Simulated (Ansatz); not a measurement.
Relaxing a structure of Be

The start is a randomly generated symmetric cell of Be (space group No. 191). The cell and all atomic positions are relaxed at zero pressure with PBEsol (plane waves to 420 eV, PAW, scalar-relativistic; Ansatz, a program for electronic structure). The first steps use a coarse 19×19×11 k-mesh.

Starting cell:
```yaml
crystal:
  lattice:
    - [1.98299, 0.00000, 0.00000]
    - [-0.99149, 1.71732, 0.00000]
    - [0.00000, 0.00000, 2.84819]
  atoms:
    - { symbol: Be, position: [0.00000, 0.00000, 0.00000] }
```

Q: How does the volume change?

A: -1.1 %, from 9.70 to 9.60 Å³/atom.

The space group stays P6/mmm (No. 191) (the run could not lower it); the end is AFLOW prototype A_hP1_191_a (A_f, as in Sn), with 1 atom in the primitive cell. Final values are on a 25×25×19 k-mesh of the relaxed cell. No spin polarisation in the result.

The run could not lose the symmetry of its start, so the end can be a saddle point.

The relaxed structure here is a generated cell of Be: the first start was made by a random draw of sites in a space group, and the end was not matched to a known phase here, so it may be hypothetical. Known forms of Be include space group No. 194.
